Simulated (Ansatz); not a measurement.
**Be$_{3}$SnSe: modes against the lattice constant**

These are results of DFT LDA, scalar-relativistic, plane waves, PAW in Ansatz, not measurements. Cutoff 420 eV, 8×8×8 k-points (Γ-centred), Fermi-Dirac smearing of 0.15 eV. No spin polarisation. Phonons by linear response, acoustic sum rule imposed.

The cell is fixed (symmetry leaves no force on the atoms) and stands under -2.2 GPa:
```xyz
5
Lattice="4.3681 0.0000 0.0000 0.0000 4.3681 0.0000 0.0000 0.0000 4.3681" Properties=species:S:1:pos:R:3 pbc="T T T"
Sn    0.0000    0.0000    0.0000
Se    2.1841    2.1841    2.1841
Be    2.1841    2.1841    0.0000
Be    2.1841    0.0000    2.1841
Be    0.0000    2.1841    2.1841
```

Its imaginary modes show that this cell, the ideal cubic antiperovskite prototype, isn't a minimum of the energy. In a metal, frequencies and elastic constants depend on the k mesh and the smearing, soft modes and shear constants most. Spin–orbit coupling is left out, which matters for heavy elements. A semilocal functional can close a gap that the real compound has.

How do the optical zone-centre modes (counted from the lowest optical one, degenerate ones once; i marks imaginary ones) of this metal change over a = 4.204, 4.298 and 4.368 Å?

Results:

| a (Å) | 4.204 | 4.298 | 4.368 |
| --- | --- | --- | --- |
| pressure (GPa) | 6.4 | 0.9 | -2.2 |
| mode 1 (cm⁻¹) | 410i | 387i | 371i |
| mode 4 (cm⁻¹) | 395i | 372i | 356i |
| mode 7 (cm⁻¹) | 81 | 63 | 50 |
| mode 10 (cm⁻¹) | 693 | 615 | 559 |